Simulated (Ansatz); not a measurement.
Input, command and steps of an Ansatz relaxation.

```yaml
crystal:
  lattice:
    - [4.1263587335, 0.0, 0.0]
    - [0.0, 4.1263587335, 0.0]
    - [0.0, 0.0, 4.1263587335]
  atoms:
    - { symbol: Ba, position: [0.0, 0.0, 0.0] }
    - { symbol: Bi, position: [0.5, 0.5, 0.5] }
basis:
  ecutwfc: 420
kpoints:
  mp_grid: { grid: [4, 4, 4] }
hamiltonian:
  xc: pbe
scf:
  occupations: { method: gaussian, width: 0.1 }
  lower_state_search: "off"
output:
  forces: true
  stress: true
  eigenvalues: true
relax:
  adjacent_minimum: "off"
  f_tol: 0.04
  max_steps: 70
  cell: { stress_tol: 0.4 }
```

```bash
ansatz run input.yaml --threads 1 --pin off --max-ram 2560MiB --backend cpu --events-out ev --progress --plain --runs-dir out
```

The calculation used DFT PBE, scalar-relativistic, plane waves, PAW (Ansatz 0.2.0).

Of 3 frames 3 are shown, positions in Å and forces in eV/Å; the SCF threshold varies from step to step. Steps run on the plane waves of an earlier cell, with a Pulay correction in the pressure. The basis is chosen afresh for the last frame, the zero of the energies, and at times for earlier ones too; energy and pressure step there, also at an unchanged geometry.

```xyz
2
Lattice="4.1264 0.0000 0.0000 0.0000 4.1264 0.0000 0.0000 0.0000 4.1264" Properties=species:S:1:pos:R:3:forces:R:3 pbc="T T T" step=1 free_energy_over_end_meV_per_atom=84.15 pressure_GPa=5.62
Ba    0.0000    0.0000    0.0000    0.0000    0.0000    0.0000
Bi    2.0632    2.0632    2.0632    0.0000    0.0000    0.0000
2
Lattice="4.3238 0.0000 0.0000 0.0000 4.3238 0.0000 0.0000 0.0000 4.3238" Properties=species:S:1:pos:R:3:forces:R:3 pbc="T T T" step=2 free_energy_over_end_meV_per_atom=0.38 pressure_GPa=0.12
Ba    0.0000    0.0000    0.0000    0.0000    0.0000    0.0000
Bi    2.1619    2.1619    2.1619    0.0000    0.0000    0.0000
2
Lattice="4.3238 0.0000 0.0000 0.0000 4.3238 0.0000 0.0000 0.0000 4.3238" Properties=species:S:1:pos:R:3:forces:R:3 pbc="T T T" step=3 free_energy_over_end_meV_per_atom=0.00 pressure_GPa=0.12
Ba    0.0000    0.0000    0.0000    0.0000    0.0000    0.0000
Bi    2.1619    2.1619    2.1619    0.0000    0.0000    0.0000
```

The start puts this composition into another compound's structure type, which needn't suit it. At the end the space group is Pm-3m (tolerance 0.05 Å).

Time: 3.2 s on 1 thread of Arm Neoverse V2 (shared host), peak memory 0.31 GiB.

The k mesh is coarse. Spin–orbit coupling is left out, which can shift energies with elements as heavy as these.